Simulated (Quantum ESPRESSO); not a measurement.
Sr$_{2}$TiSnO$_{6}$ (Fm-3m) under strain

```
CELL_PARAMETERS angstrom
      0.00000     4.02927     4.02927
      4.02927     0.00000     4.02927
      4.02927     4.02927     0.00000
ATOMIC_POSITIONS crystal
  Sr 0.25000 0.25000 0.25000
  Sr 0.75000 0.75000 0.75000
  Ti 0.50000 0.50000 0.50000
  Sn 0.00000 0.00000 0.00000
  O  0.74411 0.25589 0.25589
  O  0.25589 0.74411 0.74411
  O  0.25589 0.74411 0.25589
  O  0.74411 0.25589 0.74411
  O  0.25589 0.25589 0.74411
  O  0.74411 0.74411 0.25589
```
Geometry: a computed entry of the Materials Project; it was not checked against measured cells. It is Sr2TiSnO6 in Fm-3m; whether this form has been observed was not checked. Stability against distortions was not tested. The run has no spin polarisation.

Isotropic strain: all lattice vectors are scaled together, so the volume changes by about three times as much; fractional positions kept.

Method: field gradients by PBE PAW (JTH datasets; density from pw.x of a modified build of Quantum ESPRESSO, gradients reconstructed from it by a script), 22.5 Ha, k-mesh 5×5×5 through Γ. Values are those of the named site's first atom. Cores are frozen. Against all-electron runs on small test molecules, this scheme's |Vzz| missed by −2 to +6 % on O. Sr, Ti, Sn had no test against all-electron runs. Spin–orbit coupling is left out, a limit on Sn.

```json
[
 {"lattice scale factor": "0.98", "Vzz O (a.u.)": "0.514"},
 {"lattice scale factor": "1", "Vzz O (a.u.)": "0.597"},
 {"lattice scale factor": "1.02", "Vzz O (a.u.)": "0.676"}
]
```
